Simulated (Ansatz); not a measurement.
Polymorphs of TaAg, each relaxed with r²SCAN (plane waves, PAW; program Ansatz):

A: Pmma
a = 4.7364 Å, b = 2.7673 Å, c = 5.2810 Å, α = 90.00°, β = 90.00°, γ = 90.00°

```json
[
 {"atom": "Ag", "site": "2e", "symmetry": "mm2", "x": "0.7500", "y": "0.0000", "z": "0.1457"},
 {"atom": "Ta", "site": "2f", "symmetry": "mm2", "x": "0.2500", "y": "0.5000", "z": "0.3510"}
]
```

B: Cmcm
a = 2.686 Å, b = 11.490 Å, c = 4.529 Å, α = β = γ = 90.00°

```json
[
 {"atom": "Ta", "site": "4c", "symmetry": "m2m", "x": "0.0000", "y": "0.3180", "z": "0.2500"},
 {"atom": "Ag", "site": "4c", "symmetry": "m2m", "x": "0.0000", "y": "0.0636", "z": "0.2500"}
]
```

Q: Rank these by energy per atom at 0 K (lowest first), as r²SCAN gives it.

A: B (+0 meV/atom), A (+68 meV/atom)

Typed or built starts, not in the databases checked: A; B. All cells were relaxed under the symmetry of their starts (and spin orders); stability against distortions was not tested throughout. Named crystals with no word on spin ran without spin polarisation. Spin–orbit coupling is left out wherever it is not named.

Energies hold the estimated change up to a 700 eV cutoff; steps of a few meV lie near the error of the meshes.

Potentials: the earlier of the program's two PAW sets. The files were generated under PBE; for other functionals the program regenerates the frozen cores, and for LDA and PBEsol the local potential too.
